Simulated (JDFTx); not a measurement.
TiB2(1 0 -1 0) slab cut from bulk TiB2 (space group P6/mmm, indices of the conventional cell, lattice of the Materials Project entry mp-1145, not re-optimised): 12 atoms in 12 planes, a 1x1 cell of 9.77 Å² (|a| = 3.026, |b| = 3.229 Å), 9.5 Å between the outermost planes, B outermost, slab composition Ti4B8, cell height 25.6 Å, 8×6×1 k mesh, Fermi smearing 0.01 Ha, no spin polarisation. Whether this polymorph is the ambient one wasn't checked. Neither spin polarisation nor a larger cell was tried.

Computed with JDFTx (a modified build): PBE, GBRV ultrasoft potentials, plane waves to 20/100 Ha. Liquid on both sides: CANDLE, water, 0.5 M NaCl; nuclei fixed. On the negative side CANDLE's cavity feels the periodic box, so those points shift with the cell height.

Charging data:

```
U − U_pzc (V)  σ (μC/cm²)
-------------  ----------
-0.92              -18.48
-0.52               -7.93
-0.32               -4.25
0.00                 0.00
0.28                 2.99
0.88                 9.65
1.33                15.00
```

A calculation by hand: a check of Lippmann's equation. The grand free energy per area against the neutral slab, Δγ = [F(N) − F(N₀) − μ(N − N₀)]/2A, is taken from the total energies of the same runs.

```tsv
U − U_pzc (V)	Δγ (mJ/m²)
-0.92	-71.4
-0.52	-18.1
-0.32	-6.2
0.00	0.0
0.28	-4.2
0.88	-41.9
1.33	-97.2
```

Δγ is largest at zero charge and falls away from it, as dγ/dU = −σ demands. At 1.33 V the computed -97.2 mJ/m² stands beside -100.0 mJ/m² from the constant-capacitance formula.
